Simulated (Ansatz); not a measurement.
AlV2C in space group P6_3/mmc (No. 194; Al on 2c, V on 4f, C on 2a), DFT-PBEsol in the program Ansatz with PAW potentials, all energies at zero smearing, with the estimated change up to a 700 eV cutoff added, with one set of potentials and settings (totals compare only within such a set). Cell of 8 atoms (2 Al, 4 V, 2 C): -13088.244 eV.

```tsv
element	reference phase	E (eV/atom)
Al	Fm-3m, 1 atoms in the cell	-524.5507
V	Im-3m, 1 atoms in the cell	-2885.2930
C	P6_3/mmc, 4 atoms in the cell	-246.6950
```

Formation energy per atom, worked out: (-13088.244 − 2×(-524.5507) − 4×(-2885.2930) − 2×(-246.6950))/8 = -0.573 eV/atom (-55 kJ per mol of atoms), at 0 K, without zero-point energy or fitted corrections.

The PBEsol relaxation kept the symmetry of its start; of distortions, only those at the zone centre were tested. The run is not spin-polarised. The references are the lowest solids computed at this level, not always the standard phases.

Potentials: the later of the program's two PAW sets.
